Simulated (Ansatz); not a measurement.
Ansatz input

```yaml
crystal:
  lattice:
    - [3.4630101569, 0.0, 0.0]
    - [-1.7315050785, 2.9990547694, 0.0]
    - [0.0, 0.0, 3.724525125]
  atoms:
    - { symbol: Se, position: [0.3333333333, 0.6666666667, 0.25] }
    - { symbol: Se, position: [0.6666666667, 0.3333333333, 0.75] }
hamiltonian:
  xc: pbesol
  pseudopotentials:
    kind: paw
    azcp:
      Se: "pseudopotentials/Se.paw.azcp"
basis:
  ecutwfc: 420
  fft_grid_basis: typed
kpoints:
  mp_grid: { grid: [12, 12, 9], shift: [0, 0, 0] }
magnetization:
  spin_polarized: false
scf:
  occupations: { method: fermi_dirac, width: 0.1 }
  lower_state_search: "off"
output:
  stress: true
```

and its output:

```
Warning: the record states the generating functional pbe (its physics header spells it `PBE`), which answers neither for hamiltonian.xc's functional nor for the pbesol family's — results may be inconsistent (PPs are generated against a specific XC)
Engine: ansatz 0.2.0, aarch64-unknown-linux-gnu
Pseudopotentials: kind: paw
Pseudopotential: Se, paw, valence charge 16, recommended cutoff 420 eV (normal) 
Functional definition: PBEsol
  exchange = pbesol_x
  correlation = pbesol_c
Crystal: 2 atoms, lattice volume = 38.682 Å³
Basis set: ecut = 420 eV, 763 PW (Γ)
Bands: 20, of which v1, the nominal top of the filled ones, is band 16 counted from 1 (15 counted from 0)
Symmetry: 24 space group operations
Space group: P63/mmc (ITA 194), of the structure as read, at distance tolerance 3.4e-5 Å
k-points: 95 of 1296
Non-local potential: Se, projectors of the file, l = 0: 2, l = 1: 2, l = 2: 3, l = 3: 1
PAW form: soft (Blöchl's): semilocal exchange-correlation on the pseudo side does not see the compensation charge
PAW frozen core: Se, regenerated for the run's functional, and the local potential with it (the file was generated under x = pbe(κ = 0.804, μ = 0.2195149727645171), c = pbe(β = 0.06672455060314922))
PAW one-centre angular grid: Se, 590 points (default); XC on 64 Gauss nodes
Initial density: superposition of atomic densities (neutral atoms: chi_scale 0, normalization atom), corrected by the library's trained network
Initial wavefunctions: pseudopotential atomic-orbital guess
Functional: x = pbesol(κ = 0.804, μ = 0.12345679012345678), c = pbesol(β = 0.046)
SCF iter   1: F=—  HF=-10847.804430 eV  |F-HF|=—  |Δ(HF+E_count)|=         —  Δρ=3.31e-3  dr2=2.72e-3  ethr=1.77e-3  ⟨swp⟩=5.1  Hψ=8520  notcnv=0
SCF iter   2: F=—  HF=-10847.803990 eV  |F-HF|=—  |Δ(HF+E_count)|=   4.40e-4  Δρ=2.15e-3  dr2=1.21e-3  ethr=8.49e-6  ⟨swp⟩=2.2  Hψ=3956  notcnv=0
SCF iter   3: F=—  HF=-10847.804446 eV  |F-HF|=—  |Δ(HF+E_count)|=   4.56e-4  Δρ=4.89e-4  dr2=4.92e-5  ethr=3.77e-6  ⟨swp⟩=2.0  Hψ=2474  notcnv=0
SCF iter   4: F=—  HF=-10847.804487 eV  |F-HF|=—  |Δ(HF+E_count)|=   4.11e-5  Δρ=5.03e-5  dr2=4.03e-7  ethr=1.54e-7  ⟨swp⟩=2.0  Hψ=2477  notcnv=0
iter 5 did not close the SCF: its close was put off for the readings that it lacked (scf_convergence_deferred on its scf_iter line)
SCF iter   5: F=-10847.804488 eV  HF=-10847.804488 eV  |F-HF|=6.25e-9  |Δ(HF+E_count)|=   4.09e-7  Δρ=6.61e-6  dr2=1.09e-8  ethr=1.26e-9  ⟨swp⟩=2.0  Hψ=3459  notcnv=0
SCF iter   6: F=-10847.804488 eV  HF=-10847.804488 eV  |F-HF|=3.64e-11  |Δ(HF+E_count)|=   1.70e-9  Δρ=7.51e-7  dr2=1.02e-10  ethr=3.39e-11  ⟨swp⟩=2.1  Hψ=6630  notcnv=0
SCF 1 converged in 6 iterations: F = -10847.804488 eV  dr2 = 1.02e-10
SCF converged after 6 iterations
Free energy (F): -10847.804488 eV
Harris-Foulkes:  -10847.804488 eV  (|F-HF|=3.64e-11)
Internal energy: -10847.770381 eV  (E = F + TS)
E sigma→0 (E₀):  -10847.787435 eV
Entropy (-TS):   -0.034106 eV (-17.053 meV/atom)
Fermi energy:    12.228819 eV
--- Per-component energies (eV) ---
  E_band       = -666.603527
  E_kinetic    = 237.228991
  E_local      = -4144.512328  (includes V_loc(G=0)·N_el)
  E_nonlocal   = -1181.904208
  E_hartree    = 2093.801108
  E_xc         = -207.366185
  E_vxc        = -197.078342  (∫ρ·V_xc dr)
  E_paw        = -3737.348491  (= ΣΔE_a)
  E_vpaw       = 432.061511  (= ΣTr[D̂ρ^β])
  E_aug_tail   = -0.001195  (compensation charges beyond the density's cutoff)
  E_ewald      = -3909.684975
  E_core_change = 2.016901  (= ΣΔE_core)
  E_smearing   = -0.034106  (= −TS)
  E_closure    = -0.000000  (closes the sum)
  Σ components = -10847.804488   (vs F -10847.804488, Δ=0.00e0)
--- Stress (GPa, compression-positive) ---
        6.421953      -0.000000       0.000000
       -0.000000       6.421953      -0.000000
        0.000000      -0.000000       9.913169
  P = ⅓ Tr σ = 7.5857 GPa (75.857 kbar)
```
